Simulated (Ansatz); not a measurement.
## Squeezing MgTl

```xyz
2
Lattice="3.6280 0.0000 0.0000 0.0000 3.6280 0.0000 0.0000 0.0000 3.6280" Properties=species:S:1:pos:R:3 pbc="T T T"
Mg    0.0000    0.0000    0.0000
Tl    1.8140    1.8140    1.8140
```

The base volume is that of a database entry, so it needn't be at zero pressure; the structure needn't be the stable phase, at rest or compressed.

Its volume is scaled at fixed shape and fractional positions.

Computed with Ansatz 0.2.0; functional PBEsol, scalar-relativistic. Settings: a Γ-centred 10×10×10 k mesh, Fermi–Dirac smearing of 0.05 eV, no spin polarisation. Methods: LAPW: all electrons, basis error target 1 meV/atom; PAW: frozen-core files, cutoff 420 eV; norm-conserving: pseudopotentials, cutoff 1143 eV.

Energies are extrapolated to zero smearing and count from the unscaled cell; pressure is positive in compression; gaps take the mesh and a band path. No temperature or zero-point motion is included.

Spin–orbit coupling is left out, which matters for the heavy atoms. The PAW files were made under PBE.

```tsv
V/V0	V (Å³/atom)	P LAPW (GPa)	ΔE LAPW (eV/atom)	P PAW − LAPW (GPa)	ΔE PAW − LAPW (meV/atom)
1.00	23.88	?	0.000	0.01	0.0
0.85	20.30	8.95	0.080	0.00	0.2
0.70	16.71	32.2	0.500	0.00	0.3
0.55	13.13	?	1.810	-0.01	0.3
```

(1) What belongs in the row "1.00", column "P LAPW (GPa)"?

(2) Fill in "P LAPW (GPa)" for the row "0.55".

(3) From the table, what is the rise of the enthalpy H = E + pV up to the last row, and how stiff is the crystal between the last two rows?

(4) At the smallest volume, how far does norm-conserving lie from LAPW in pressure?

(5) How do the Löwdin populations by LAPW change from the unscaled cell to the last row?

Answers

(1) -0.29.

(2) 96.8.

(3) ΔH = 1.810 eV + (96.8 GPa × 13.13 Å³ + 0.29 GPa × 23.88 Å³) × 0.006242 eV/(GPa·Å³) = 9.79 eV/atom, of which pV makes 82 %. The mean bulk modulus there is −ΔP/Δln V = 268 GPa.

(4) norm-conserving: +0.56 GPa, on a LAPW pressure of 96.8 GPa.

(5) Mg 3s 0.58 → 0.41, Tl 6s 1.75 → 1.53, Tl 6p 2.60 → 3.12, Tl 5d 9.98 → 9.93 electrons an atom. These are projections on the shells that the free atoms fill; 0.12 e a cell lies outside them at the start and 0.10 e at the end.
